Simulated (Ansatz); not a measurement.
A structure of CuI relaxed with PBEsol (plane waves to 420 eV, PAW, scalar-relativistic; Ansatz, a quantum-chemistry and plane-wave program); single points at other levels follow on the same geometry (Ansatz, PAW; HSE06 at 420 eV on a 6×6×6 k-mesh; no spin-orbit coupling). Space group F-43m (No. 216).

```
CELL_PARAMETERS angstrom
      0.00000     2.96956     2.96956
      2.96956     0.00000     2.96956
      2.96956     2.96956     0.00000
ATOMIC_POSITIONS crystal
  Cu 0.50000 0.50000 0.50000
  I  0.75000 0.75000 0.75000
```

| level | gap (eV) | kind | conduction minimum |
|---|---|---|---|
| PBEsol | 1.17 | direct | Γ |
| HSE06 | … | – | … |

Question: Some entries are withheld; supply them.

Answer: 
- HSE06, gap (eV): 2.75
- HSE06, conduction minimum: Γ

No spin polarisation in the result.

Measured for CuI: a 6.053 Å (as listed in arXiv:2305.18931). Computed minus measured — a: PBEsol -1.9 %. The computed values are for a static lattice.

It was reached from a disturbed copy of a Pm-3m (No. 221) cell (CsCl type), against which it lies -0.71 eV/atom.
